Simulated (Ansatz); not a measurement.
Starting cell, SnO (litharge type, space group P4/nmm):

```
CELL_PARAMETERS angstrom
      3.83618     0.00000     0.00000
      0.00000     3.83618     0.00000
      0.00000     0.00000     4.75736
ATOMIC_POSITIONS crystal
  Sn 0.50000 0.00000 0.24343
  Sn 0.00000 0.50000 0.75657
  O  0.00000 0.00000 0.00000
  O  0.50000 0.50000 0.00000
```

Two-dimensional scan of atom 4 (O, nearest neighbour Sn at 2.241 Å; its periodic images, 3.8 Å or more away, move with it): u runs along (1.000, 0.000, 0.000), v along (0.000, 0.000, 1.000) (Cartesian). Cell and other atoms are fixed.

These are PBE-D3(BJ) (plane waves to 420 eV, PAW, scalar-relativistic; Ansatz, a quantum-chemistry and plane-wave program) values and carry that method's errors. k mesh 10×10×8 (Γ-centred), Fermi-Dirac smearing 0.05 eV. E stands for the smeared free energy. With partly filled bands, energies and forces of such displacements shift with the k mesh and the smearing. At this level the bands of SnO touch or barely overlap; measurements give the solid a gap. SnO was relaxed with its symmetry unable to fall. The PAW data are Ansatz's earlier set. The last digit holds for this mesh only.

Changes of ΔE (meV/cell) from the point u = 0.000 Å, v = 0.000 Å when one coordinate moves alone (two changes are said to add if the coupling is within 5 % of the smaller one, nearly so within 20 %):

```json
[
 {"point": "u = 0.000 Å, v = -0.340 Å", "change": "374.5"},
 {"point": "u = 0.000 Å, v = -0.170 Å", "change": "96.5"},
 {"point": "u = -0.340 Å, v = 0.000 Å", "change": "508.3"},
 {"point": "u = -0.170 Å, v = 0.000 Å", "change": "114.7"},
 {"point": "u = 0.170 Å, v = 0.000 Å", "change": "114.7"},
 {"point": "u = 0.340 Å, v = 0.000 Å", "change": "508.3"},
 {"point": "u = 0.000 Å, v = 0.170 Å", "change": "96.5"},
 {"point": "u = 0.000 Å, v = 0.340 Å", "change": "374.5"}
]
```

Problem. What is the change at u = -0.340 Å, v = 0.170 Å, where both move, and how far is it from the sum?

Solution. The sum of the single changes is 508.3 + (96.5) = 604.8; the calculation gives 407.7, so the coupling contributes -197.1 (over 20 % of the smaller single change, not additive).

Problem. Do the two effects add at u = 0.170 Å, v = 0.170 Å? Give the computed change.

Solution. The sum of the single changes is 114.7 + (96.5) = 211.2; the calculation gives 166.4, so the coupling contributes -44.8 (over 20 % of the smaller single change, not additive).

Problem. What is the change at u = -0.340 Å, v = 0.340 Å, where both move, and how far is it from the sum?

Solution. The sum of the single changes is 508.3 + (374.5) = 882.8; the calculation gives 542.5, so the coupling contributes -340.3 (over 20 % of the smaller single change, not additive).

(A displaced cell: forces are minus the slopes of the energy, force constants its curvatures, and phonons follow from these.)
